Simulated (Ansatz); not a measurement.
Y$_{3}$Al$_{3}$NiGe$_{2}$ (space group P-62m)

```yaml
crystal:
  lattice:
    - [6.93142, 0.00000, 0.00000]
    - [-3.46571, 6.00279, 0.00000]
    - [0.00000, 0.00000, 4.16609]
  atoms:
    - { symbol: Y, position: [0.00000, 0.59649, 0.00000] }
    - { symbol: Y, position: [0.59649, 0.00000, 0.00000] }
    - { symbol: Y, position: [0.40351, 0.40351, 0.00000] }
    - { symbol: Al, position: [0.22661, 0.00000, 0.50000] }
    - { symbol: Al, position: [0.77339, 0.77339, 0.50000] }
    - { symbol: Al, position: [0.00000, 0.22661, 0.50000] }
    - { symbol: Ni, position: [0.00000, 0.00000, 0.00000] }
    - { symbol: Ge, position: [0.66667, 0.33333, 0.50000] }
    - { symbol: Ge, position: [0.33333, 0.66667, 0.50000] }
```

The slice is a (-1 2 -1 0) plane (indices of the conventional cell) through the point (0.667, 0.333, 0.500) (fractional), spanned by u = [001] and v = [210] in vectors of this cell: u (4.17 Å) and v (12.01 Å, at 90° to u). It covers one period; positions are fractions (u, v).

Method: r2SCAN (plane waves to 500 eV, PAW, scalar-relativistic; Ansatz, a program for electronic structure). k mesh 8×8×11. These are valence fields of a PAW run, semicore shells included where kept as valence: close to a nucleus they are smooth pseudo fields. Y3Al3NiGe2 is run without spin polarisation. Y3Al3NiGe2 was relaxed with its symmetry unable to fall.

Question: Predict the map of the valence electron density on the slice.

Answer: 
```
|+-.   .-|
|:..   ..|
|..     .|
|.       |
| ..   ..|
|....:...|
|...=*=..|
|..:*@*:.|
|...=*=..|
|....:...|
| ..   ..|
|.       |
|..     .|
|:..   ..|
|+-.   .-|
|@+:   :+|
|+-.   .-|
|:.. . ..|
|   :-:  |
|   -=-  |
|   :-:  |
|:.. . ..|
|+-.   .-|
|@+:   :+|
```
Scale: ten equal steps from -1.00 (start of ' ') to 1.78 (end of '@'), in the order ' .:-=+*#%@'. Values: log₁₀ of the valence density in e/Å³. The map has 8 points along u (one character each, u = 0 at the left) and 24 along v (v = 0 in the bottom row). The scale is logarithmic, as a density can span decades between atoms and voids.
